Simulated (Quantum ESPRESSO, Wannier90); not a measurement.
## ScAl3 (Cu3Au type), plane waves to Wannier functions

Materials Project entry mp-2121; symmetrised, unrelaxed at this level. Not found in the COD (Crystallography Open Database) copy used; not checked further. Computed values, not measurements, from PBEsol: Quantum ESPRESSO (norm-conserving PseudoDojo potentials, cutoff 63 Ry, no spin polarisation, no spin-orbit coupling) on a Γ-centred 8×8×8 mesh, then Wannier90. Density: 10×10×10 mesh, cold smearing 0.01 Ry.

On the energy scale of pw.x, whose zero is arbitrary, the Fermi level lies at 9.16 eV.

Input w.win:

```
num_bands = 1
num_wann = 1
exclude_bands = 2-37
num_iter = 1000
conv_tol = 1.0e-6
conv_window = 4
write_hr = true
write_u_matrices = true
auto_projections = true
begin unit_cell_cart
ang
    4.0878100000    0.0000000000    0.0000000000
    0.0000000000    4.0878100000    0.0000000000
    0.0000000000    0.0000000000    4.0878100000
end unit_cell_cart
begin atoms_frac
Sc   0.0000000000  0.0000000000  0.0000000000
Al   0.5000000000  0.0000000000  0.5000000000
Al   0.0000000000  0.5000000000  0.5000000000
Al   0.5000000000  0.5000000000  0.0000000000
end atoms_frac
mp_grid = 8 8 8
begin kpoints
0.0000000000 0.0000000000 0.0000000000
0.0000000000 0.0000000000 0.1250000000
0.0000000000 0.0000000000 0.2500000000
... (509 more lines: the 8x8x8 mesh through Gamma)
end kpoints
```

Input of pw2wannier90.x that gives the overlap and projection files (equivalent; here they were cut from one run over all bands):

```
&inputpp
  outdir = './out'
  prefix = 'pwscf'
  seedname = 'w'
  write_amn = .true.
  write_mmn = .true.
  atom_proj = .true.
  atom_proj_exclude = 2 3 4 5 6 7 8 9 10 11 12 13 14 15 16 17 18 19 20 21 22
/
```

Output w.wout (banner and timings cut):

```
                                    ------
                                    SYSTEM
                                    ------

                              Lattice Vectors (Ang)
                    a_1     4.087810   0.000000   0.000000
                    a_2     0.000000   4.087810   0.000000
                    a_3     0.000000   0.000000   4.087810

                   Unit Cell Volume:      68.30808  (Ang^3)

                        Reciprocal-Space Vectors (Ang^-1)
                    b_1     1.537054   0.000000   0.000000
                    b_2     0.000000   1.537054   0.000000
                    b_3     0.000000   0.000000   1.537054

 *----------------------------------------------------------------------------*
 |   Site       Fractional Coordinate          Cartesian Coordinate (Ang)     |
 +----------------------------------------------------------------------------+
 | sc   1   0.00000   0.00000   0.00000   |    0.00000   0.00000   0.00000    |
 | al   1   0.50000   0.00000   0.50000   |    2.04391   0.00000   2.04391    |
 | al   2   0.00000   0.50000   0.50000   |    0.00000   2.04391   2.04391    |
 | al   3   0.50000   0.50000   0.00000   |    2.04391   2.04391   0.00000    |
 *----------------------------------------------------------------------------*
                                ------------
                                K-POINT GRID
                                ------------

             Grid size =  8 x  8 x  8      Total points =  512

 *---------------------------------- MAIN ------------------------------------*
 |  Number of Wannier Functions               :                 1             |
 |  Number of Objective Wannier Functions     :                 1             |
 |  Number of input Bloch states              :                 1             |
 |  Output verbosity (1=low, 5=high)          :                 1             |
 |  Timing Level (1=low, 5=high)              :                 1             |
 |  Optimisation (0=memory, 3=speed)          :                 3             |
 |  Length Unit                               :               Ang             |
 |  Post-processing setup (write *.nnkp)      :                 F             |
 |  Using Gamma-only branch of algorithms     :                 F             |
 *----------------------------------------------------------------------------*
 *------------------------------- WANNIERISE ---------------------------------*
 |  Total number of iterations                :              1000             |
 |  Number of CG steps before reset           :                 5             |
 |  Trial step length for line search         :             2.000             |
 |  Convergence tolerence                     :         0.100E-05             |
 |  Convergence window                        :                 4             |
 |  Iterations between writing output         :                 1             |
 |  Iterations between backing up to disk     :               100             |
 |  Write r^2_nm to file                      :                 F             |
 |  Write xyz WF centres to file              :                 F             |
 |  Write on-site energies <0n|H|0n> to file  :                 F             |
 |  Use guiding centre to control phases      :                 F             |
 |  Use phases for initial projections        :                 F             |
 *----------------------------------------------------------------------------*
 *-------------------------------- PLOTTING ----------------------------------*
 |  Plotting Hamiltonian in WF basis          :                 T             |
 *----------------------------------------------------------------------------*

 *---------------------------------- K-MESH ----------------------------------*
 +----------------------------------------------------------------------------+
 |                    Distance to Nearest-Neighbour Shells                    |
 |                    ------------------------------------                    |
 |          Shell             Distance (Ang^-1)          Multiplicity         |
 |          -----             -----------------          ------------         |
 |             1                   0.192132                      6            |
 |             2                   0.271715                     12            |
 |             3                   0.332782                      8            |
 |             4                   0.384264                      6            |
 |             5                   0.429620                     24            |
 |             6                   0.470625                     24            |
 |             7                   0.543431                     12            |
 |             8                   0.576395                     30            |
       ... (lines left out)
 +----------------------------------------------------------------------------+
 | The b-vectors are chosen automatically                                     |
 | The following shells are used:                       1                     |
 +----------------------------------------------------------------------------+
 |                        Shell   # Nearest-Neighbours                        |
 |                        -----   --------------------                        |
 |                          1               6                                 |
 +----------------------------------------------------------------------------+
 | Completeness relation is fully satisfied [Eq. (B1), PRB 56, 12847 (1997)]  |
 +----------------------------------------------------------------------------+
 |                  b_k Vectors (Ang^-1) and Weights (Ang^2)                  |
 |                  ----------------------------------------                  |
 |            No.         b_k(x)      b_k(y)      b_k(z)        w_b           |
 |            ---        --------------------------------     --------        |
 |             1         0.000000    0.000000    0.192132    13.544770        |
 |             2         0.000000    0.192132    0.000000    13.544770        |
 |             3         0.192132    0.000000    0.000000    13.544770        |
 |             4         0.000000    0.000000   -0.192132    13.544770        |
 |             5         0.000000   -0.192132    0.000000    13.544770        |
 |             6        -0.192132    0.000000    0.000000    13.544770        |
 +----------------------------------------------------------------------------+
 |                           b_k Directions (Ang^-1)                          |
 |                           -----------------------                          |
 |            No.           x           y           z                         |
 |            ---        --------------------------------                     |
 |             1         0.000000    0.000000    0.192132                     |
 |             2         0.000000    0.192132    0.000000                     |
 |             3         0.192132    0.000000    0.000000                     |
 +----------------------------------------------------------------------------+

 Starting a new Wannier90 calculation ...

 Reading overlaps from w.mmn

 Reading projections from w.amn

 *------------------------------- WANNIERISE ---------------------------------*
 +--------------------------------------------------------------------+<-- CONV
 | Iter  Delta Spread     RMS Gradient      Spread (Ang^2)            |<-- CONV
 +--------------------------------------------------------------------+<-- CONV

 ------------------------------------------------------------------------------
 Initial State
  WF centre and spread    1  ( -0.000000, -0.000000,  0.000000 )     0.37834686
  Sum of centres and spreads ( -0.000000, -0.000000,  0.000000 )     0.37834686

      0     0.378E+00     0.0000000000        0.3783468592  <-- CONV
        O_D=      0.0000000 O_OD=      0.0000000 O_TOT=      0.3783469 <-- SPRD
 ------------------------------------------------------------------------------
      1     0.000E+00     0.0000000001        0.3783468592  <-- CONV
        O_D=      0.0000000 O_OD=      0.0000000 O_TOT=      0.3783469 <-- SPRD
      2     0.000E+00     0.0000000001        0.3783468592  <-- CONV
        O_D=      0.0000000 O_OD=      0.0000000 O_TOT=      0.3783469 <-- SPRD
      3     0.000E+00     0.0000000001        0.3783468592  <-- CONV
        O_D=      0.0000000 O_OD=      0.0000000 O_TOT=      0.3783469 <-- SPRD
      4     0.000E+00     0.0000000001        0.3783468592  <-- CONV
        O_D=      0.0000000 O_OD=      0.0000000 O_TOT=      0.3783469 <-- SPRD
             <<<     Delta < 1.000E-06  over  4 iterations     >>>
             <<< Wannierisation convergence criteria satisfied >>>
 Final State
  WF centre and spread    1  ( -0.000000, -0.000000,  0.000000 )     0.37834686
  Sum of centres and spreads ( -0.000000, -0.000000,  0.000000 )     0.37834686

         Spreads (Ang^2)       Omega I      =     0.378346859
        ================       Omega D      =     0.000000000
                               Omega OD     =     0.000000000
    Final Spread (Ang^2)       Omega Total  =     0.378346859
```
